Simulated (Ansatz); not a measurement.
TaRu (L1₀ or tetragonal B2, space group No. 123) at seven volumes, DFT-PBEsol in the program Ansatz with PAW potentials, shape and atoms relaxed at each. One row is withheld.

```
V (Å³/atom)  P (GPa)
-----------  -------
14.092             ?
14.556         19.25
15.021          8.86
15.485          0.00
15.950         -7.55
16.414        -14.00
16.879        -19.52
```

Q: Fit the shown pressures and predict the withheld one.

A: P = (3/2)B₀(x^(7/2) − x^(5/2))[1 + (3/4)(B′ − 4)(x − 1)] with x = (V₀/V)^(2/3). Least squares on the six rows gives V₀ = 15.486 Å³/atom, B₀ = 272 GPa, B′ = 4.28. At V = 14.092, x = 1.0649 and P = 31.41 GPa. The run itself gave 31.44 GPa.

Space group P4/mmm (L1₀ or tetragonal B2). The workflow started from a Materials Project entry (that database holds measured and hypothetical structures alike); the Crystallography Open Database files this formula in space group No. 123, but the cells were not matched. Its standing as an ambient phase is unchecked. The cell was relaxed with PBEsol under the symmetry of its start; of distortions, only those at the zone centre were tested. The run is not spin-polarised. Scalar-relativistic: spin–orbit coupling is off unless named, which matters more the heavier the elements.

Potentials: the later of the program's two PAW sets.
